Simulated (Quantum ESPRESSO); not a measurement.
pw.x input (Quantum ESPRESSO 7.5; PBEsol, PseudoDojo standard norm-conserving files, fully relativistic):

```
&CONTROL
  calculation = 'scf'
  pseudo_dir = './pseudo'
  outdir = './out'
  tprnfor = .true.
  tstress = .true.
/
&SYSTEM
  ibrav = 0
  nat = 3
  ntyp = 2
  ecutwfc = 74.0
  ecutrho = 296.0
  occupations = 'smearing'
  smearing = 'fd'
  degauss = 0.002
  nbnd = 31
  noncolin = .true.
  lspinorb = .true.
/
&ELECTRONS
  conv_thr = 3e-10
/
ATOMIC_SPECIES
S 32.0600 S.upf
W 183.8400 W.upf
CELL_PARAMETERS angstrom
  1.578635357853   0.911425548808   6.037796733000
 -1.578635357853   0.911425548808   6.037796733000
 -0.000000000000  -1.822851097617   6.037796733000
ATOMIC_POSITIONS crystal
S   0.579134339300   0.579134339300   0.579134339300
S   0.752817424800   0.752817424800   0.752817424800
W   0.999345235900   0.999345235900   0.999345235900
K_POINTS automatic
10 10 10 0 0 0
```

End of the output:

```
     total energy              =    -196.21897302 Ry
     estimated scf accuracy    <       0.00000007 Ry
     total energy              =    -196.21897305 Ry
     estimated scf accuracy    <       0.00000002 Ry
     total energy              =    -196.21897305 Ry
     estimated scf accuracy    <          3.0E-09 Ry
[...]
     the Fermi energy is    12.4730 ev
!    total energy              =    -196.21897305 Ry
     estimated scf accuracy    <          1.7E-11 Ry
     smearing contrib. (-TS)   =      -0.00000000 Ry
     internal energy E=F+TS    =    -196.21897305 Ry
     The total energy is F=E-TS. E is the sum of the following terms:
     one-electron contribution =     -75.03454936 Ry
     hartree contribution      =      48.34978146 Ry
     xc contribution           =     -45.72624765 Ry
     ewald contribution        =    -123.80795750 Ry
     convergence has been achieved in  12 iterations
     Forces acting on atoms (cartesian axes, Ry/au):
     atom    1 type  1   force =     0.00000000    0.00000000    0.00969317
     atom    2 type  1   force =     0.00000000    0.00000000   -0.00963819
     atom    3 type  2   force =     0.00000000    0.00000000   -0.00005499
     Total force =     0.013670     Total SCF correction =     0.000011
     Computing stress (Cartesian axis) and pressure
          total   stress  (Ry/bohr**3)                   (kbar)     P=      -10.49
  -0.00008315   0.00000000   0.00000000          -12.23        0.00        0.00
   0.00000000  -0.00008315  -0.00000000            0.00      -12.23       -0.00
   0.00000000  -0.00000000  -0.00004766            0.00       -0.00       -7.01
```
In a gapped system the printed Fermi energy is only some level inside the gap.

Geometry relaxed with PBE+D3(BJ).
